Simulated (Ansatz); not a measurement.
ZnInNO:
```
ZnInNO
1.0
    3.43928     0.00000     0.00000
   -1.71964     2.97850     0.00000
    0.00000     0.00000     5.39802
In Zn O N
1 1 1 1
Cartesian
  0.00000   1.98567   2.75426
  1.71964   0.99283   5.38030
  0.00000   1.98567   0.59918
  1.71964   0.99283   3.41175
```

Relaxed with PBEsol. Plane-wave PAW PBEsol (Ansatz code) gives no gap.

### Question
What gap does HSE06 give on the same cell (Ansatz, PAW)?

### Answer
1.07 eV. The hybrid was solved on a coarser mesh and at special points; the gap given is the minimum over both. On such a mesh it can open a false gap in a semimetal.

| k | v1 PBEsol | c1 PBEsol | v1 HSE06 | c1 HSE06 |
|---|---|---|---|---|
| Γ | 0.00 | 0.00 | 0.00 | 1.07 |
| A | -0.13 | 2.39 | [?] | [?] |
| K | -1.89 | 5.86 | -2.08 | 7.14 |
| H | -0.96 | 5.19 | [?] | [?] |
| M | -1.06 | 4.24 | [?] | [?] |
| L | -1.22 | 3.65 | [?] | [?] |

### Question
Top valence (v1) and lowest conduction level (c1) in eV from each method's valence maximum (which need not be a listed point): supply the withheld HSE06 values.

### Answer

- M, v1 HSE06: -1.21
- M, c1 HSE06: 5.70
- L, v1 HSE06: -1.42
- L, c1 HSE06: 4.98
- H, v1 HSE06: -1.14
- H, c1 HSE06: 6.67
- A, v1 HSE06: -0.11
- A, c1 HSE06: 3.62

Cost on shared cores: the PBEsol run (SCF on a 14×14×8 mesh, then bands and DOS) around 80 core-seconds (rough), the HSE06 run (SCF on 7×7×4, then a few points) roughly 2.6 core-minutes; the tasks are unlike.

Space group P3m1. The start of the workflow was typed in or built on a structure type; neither database checked (COD, Materials Project) lists it. Its standing as an ambient phase is unchecked. The cell was relaxed with PBEsol under the symmetry of its start; whether a distortion lowers the energy is not shown. Spin–orbit coupling is left out wherever it is not named.

Potentials: the earlier of the program's two PAW sets. The files were generated under PBE; for other functionals the program regenerates the frozen cores, and for LDA and PBEsol the local potential too.
